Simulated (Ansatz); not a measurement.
Consider the following.

La$_{2}$TaReN$_{6}$:
```
CELL_PARAMETERS angstrom
      0.00000     4.02425     4.02425
      4.02425     0.00000     4.02425
      4.02425     4.02425     0.00000
ATOMIC_POSITIONS crystal
  La 0.25000 0.25000 0.25000
  La 0.75000 0.75000 0.75000
  Ta 0.50000 0.50000 0.50000
  Re 0.00000 0.00000 0.00000
  N  0.75519 0.75519 0.24481
  N  0.24481 0.24481 0.75519
  N  0.24481 0.75519 0.75519
  N  0.75519 0.24481 0.24481
  N  0.75519 0.24481 0.75519
  N  0.24481 0.75519 0.24481
```

This is the PBE-relaxed structure.

Question: All from DFT-PBE in the program Ansatz with PAW potentials, unless another level is named. Estimate the electronic character.

Answer: metallic (no gap).

Question: And the formation energy from the elements (no fitted shifts)?

Answer: -919 meV/atom.

Question: Give the density of states at the Fermi level.

Answer: 0.23 states/eV per atom (mean over ±0.08 eV).

Question: Next, the gap with spin–orbit coupling?

Answer: none (metallic).

Space group Fm-3m. The start of the workflow was typed in or built on a structure type; neither database checked (COD, Materials Project) lists it. Whether it is the stable phase at ambient conditions was not checked. The cell keeps a stress of up to 0.2 GPa. The cell was relaxed with PBE under the symmetry of its start; its stability against distortions is not shown here. The workflow began spin-polarised and lost its moments. The references are the lowest solids computed at this level, not always the standard phases (solids in place of the gases). Spin–orbit coupling is left out wherever it is not named.

Potentials: the later of the program's two PAW sets.
